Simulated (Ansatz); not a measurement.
**Ansatz run, LuBi2BrO4**

The input, for Ansatz 0.2.0 (plane waves, PAW):

```yaml
crystal:
  lattice:
    - [3.910526, 0.0, 0.0]
    - [0.0, 3.910526, 0.0]
    - [0.0, 0.0, 9.058281]
  atoms:
    - { symbol: Br, position: [0.0, 0.0, 0.5] }
    - { symbol: Lu, position: [0.0, 0.0, 0.0] }
    - { symbol: O, position: [0.5, 0.0, 0.848] }
    - { symbol: O, position: [0.0, 0.5, 0.848] }
    - { symbol: O, position: [0.5, 0.0, 0.152] }
    - { symbol: O, position: [0.0, 0.5, 0.152] }
    - { symbol: Bi, position: [0.5, 0.5, 0.7193] }
    - { symbol: Bi, position: [0.5, 0.5, 0.2807] }
  symmetry: { tolerance: 0.0003 }
kpoints:
  mp_grid: { grid: [7, 7, 3], shift: [0, 0, 0] }
  band_path:
    path:
      - [0.0, 0.0, 0.0]
      - [0.0, 0.5, 0.0]
      - [0.5, 0.5, 0.0]
      - [0.0, 0.0, 0.0]
      - [0.0, 0.0, 0.5]
      - [0.0, 0.5, 0.5]
      - [0.5, 0.5, 0.5]
      - [0.0, 0.0, 0.5]
    npoints: 7
magnetization:
  spin_polarized: false
scf:
  occupations: { method: gaussian, width: 0.0461 }
  lower_state_search: "off"
  max_iter: 200
hamiltonian:
  pseudopotentials: { kind: paw }
  xc: pbesol
basis:
  ecutwfc: 420
  fft_grid_basis: typed
output:
  forces: true
  stress: true
  eigenvalues: true
  bader: true
  populations: true
  elf: true
  write_potential: true
  volumetric_format: npy
  dos:
    e_range: [-12, 8]
    de: 0.05
    projected: { site_lists: { Bi: [Bi], Br: [Br], Lu: [Lu], O: [O] } }
checkpoint:
  read: saved_state
```

The saved state is an earlier solution for the same cell, perhaps on another mesh. 

Excerpt of what it printed:

```
SCF iter   1: F=—  Δρ=1.01e-3  dr2=4.25e-3
SCF iter   2: F=—  Δρ=5.39e-4  dr2=3.96e-4
SCF iter   3: F=—  Δρ=2.33e-4  dr2=1.25e-4
SCF iter   4: F=—  Δρ=7.93e-5  dr2=9.73e-6
SCF iter   5: F=—  Δρ=5.09e-5  dr2=2.65e-6
SCF iter   6: F=—  Δρ=1.06e-5  dr2=2.24e-7
SCF iter   7: F=-44081.0274 eV  Δρ=4.31e-6  dr2=3.77e-8
Free energy (F): -44081.0274 eV
Harris-Foulkes:  -44081.0274 eV  (|F-HF|=9.68e-10)
Internal energy: -44081.0274 eV  (E = F + TS)
E sigma→0 (E₀):  -44081.0274 eV
Fermi energy:    9.8346 eV
--- Per-component energies (eV) ---
  E_band       = -194.1054
  E_kinetic    = 1846.6956
  E_local      = -14381.7589  (includes V_loc(G=0)·N_el)
  E_nonlocal   = 1978.2260
  E_hartree    = 5882.6271
  E_xc         = -1069.8265
  E_vxc        = -1023.2623  (∫ρ·V_xc dr)
  E_paw        = -31086.4536  (= ΣΔE_a)
  E_vpaw       = -379.2571  (= ΣTr[D̂ρ^β])
  E_aug_tail   = 0.0089  (compensation charges beyond the density's cutoff)
  E_ewald      = -7252.1511
  E_core_change = 1.6051  (= ΣΔE_core)
  E_smearing   =  0.0000  (= −TS)
--- Stress (GPa, compression-positive) ---
       -6.8783       0.0000       0.0000
        0.0000      -6.8783       0.0000
        0.0000       0.0000      -6.2495
  P = ⅓ Tr σ = -6.6687 GPa (-66.687 kbar)
--- Löwdin populations: 8 sites ---
  site symbol       q [e]
     0     Br      7.3893
     1     Lu     23.9197
     2      O      6.7311
     3      O      6.7311
     4      O      6.7311
     5      O      6.7311
     6     Bi     13.7298
     7     Bi     13.7298
  spilling = 0.0036 (of n_electrons = 86.0000)
```

Total energies depend on the potentials used, so only differences within one code and one set of settings carry meaning.

Origin: a known structure type with other elements, at an estimated volume, so it need not be a known compound.
